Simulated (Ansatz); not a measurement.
The start is a relaxed TiB2 cell displaced along its unstable phonon at q = (½, 0, 0) of its primitive reciprocal cell (280i cm⁻¹), largest move 0.15 Å. Cell shape, volume and atoms are optimised at zero target pressure with PBEsol (plane waves to 420 eV, PAW, scalar-relativistic; Ansatz, a first-principles code). First-step values are on the input's coarse k-mesh.

Ansatz input (later rounds restart from its end on a renewed k-mesh):
Ansatz 0.2 input:
```yaml
crystal:
  lattice:
    - [0, 6.1735719738, 7.982248046]
    - [2.2854530702, 0, 3.991124023]
    - [2.2854530702, 3.0867859869, 0]
  atoms:
    - { symbol: B, position: [0.3156619868, 0.3347203603, 0.6382877606] }
    - { symbol: B, position: [0.8162080855, 0.4015394951, 0.625452384] }
    - { symbol: B, position: [0.190139896, 0.6392225841, 0.3629205913] }
    - { symbol: B, position: [0.6779900317, 0.6245175605, 0.3733392641] }
    - { symbol: B, position: [0.3093380132, 0.9152796397, 0.6117122394] }
    - { symbol: B, position: [0.8087919145, 0.8484605049, 0.624547616] }
    - { symbol: B, position: [0.434860104, 0.6107774159, 0.8870794087] }
    - { symbol: B, position: [0.9470099683, 0.6254824395, 0.8766607359] }
    - { symbol: Ti, position: [0.0010771834, 0.0013353495, 0.0022967129] }
    - { symbol: Ti, position: [0.4989228166, 0.9986646505, -0.0022967129] }
    - { symbol: Ti, position: [0.1260771834, 0.2513353495, 0.2522967129] }
    - { symbol: Ti, position: [0.6239228166, 0.2486646505, 0.2477032871] }
basis: { ecutwfc: 420, ecutrho_ratio: 4, xc_grid: 2, fft_grid_basis: typed }
kpoints: { mp_grid: { grid: [5, 10, 10] } }
hamiltonian:
  xc: pbesol
  dispersion: none
  pseudopotentials: { azcp: { folder: ./paw }, kind: paw }
scf: { occupations: { method: fermi_dirac, width: 0.05 } }
relax: { f_tol: 0.01, max_steps: 100, cell: { stress_tol: 0.02 } }
output: { forces: true, stress: true }
```

What is the largest force in the starting geometry, and on which atom (counted from 1)?

0.55 eV/Å, on B2, B6 (atoms numbered as listed).

How does the volume per atom move from start to end?

-11.3 %, from 9.39 to 8.32 Å³/atom.

Does it find its way back to the structure it was made from?

It does not go back: it reaches I4₁/amd (No. 141), 1.17 eV/atom below the parent.

How do the shortest distances between atoms change?

The closest pairs of elements (up to four, under 3.6 Å), start → end: B–B 1.64 → 1.74 Å; B–Ti 2.24 → 2.33 Å; Ti–Ti 2.74 → 3.04 Å.

What band gap does the relaxed structure have at this level?

Zero (metallic).

What does it relax into? Give the structure.


```cif
data_B8Ti4
_chemical_formula_sum 'B8 Ti4'
_space_group_name_H-M_alt 'I41/amd :1'
_space_group_IT_number 141
_space_group_name_Hall 'I 4bw 2bw -1bw'
_cell_length_a 3.08632
_cell_length_b 3.08632
_cell_length_c 10.48576
_cell_angle_alpha 90.000
_cell_angle_beta 90.000
_cell_angle_gamma 90.000
loop_
_atom_site_label
_atom_site_type_symbol
_atom_site_symmetry_multiplicity
_atom_site_Wyckoff_symbol
_atom_site_fract_x
_atom_site_fract_y
_atom_site_fract_z
_atom_site_occupancy
B1 B 8 e 0.00000 0.00000 0.41692 1
Ti1 Ti 4 a 0.00000 0.00000 0.00000 1
```
(The calculation used a cell of 6 atoms; values per cell refer to that cell.)

Final values are on a 20×20×20 k-mesh of the relaxed cell. No spin polarisation in the result.

The run could not lose the symmetry of its start, so the end can be a saddle point.

The relaxed structure here is a generated cell of TiB2: the first start was made by placing the elements on the sites of a structure type, and the end was not matched to a known phase here, so it may be hypothetical. Known forms of TiB2 include space group No. 191.
